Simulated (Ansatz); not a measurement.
**Si₃N₄, one structure, two calculations**

Cell: an entry of the Crystallography Open Database (COD; perhaps a calculated or model structure), its atoms then relaxed with PBE in this cell.

Space group P6_3/m (No. 176); a = 7.6020, c = 2.9060 Å, γ = 120.00°.

| site | Wyckoff | site symmetry | x | y | z |
| --- | --- | --- | --- | --- | --- |
| Si | 6h | m.. | 0.7680 | 0.1741 | 0.2500 |
| N7 | 6h | m.. | 0.0300 | 0.3299 | 0.2500 |
| N13 | 2d | -6.. | 0.6667 | 0.3333 | 0.2500 |

One atom of each set is listed.

First run. Method: Kohn–Sham DFT in Ansatz, PBE, plane waves and PAW, scalar-relativistic, 420 eV cutoff, Γ-centred 4×4×10 k-points, Fermi–Dirac smearing 0.02 eV.

```
site  V_zz (10²¹ V/m²)     η
  Si              0.97  0.43
  N7             -4.93  0.07
 N13             -4.88  0.00
```

Second run. The same atoms and settings, except that the functional is r2SCAN and the cutoff is 500 eV.

Task: What does the second run give?

Result: 

```json
{"site": "Si", "V_zz": "0.97", "η": "0.40", "change of V_zz": "0.00"}
{"site": "N7", "V_zz": "-4.92", "η": "0.08", "change of V_zz": "+0.01"}
{"site": "N13", "V_zz": "-4.95", "η": "0.00", "change of V_zz": "-0.07"}
```

The largest change of V_zz is on N13, from -4.88 to -4.95. In per cent, |V_zz| changes by 0 on Si, 0 to +1 on N (all sites that start above 0.5).

For the first run: At this cell the PBE pressure is 6 GPa, so with PBE the cell would grow if it were relaxed.
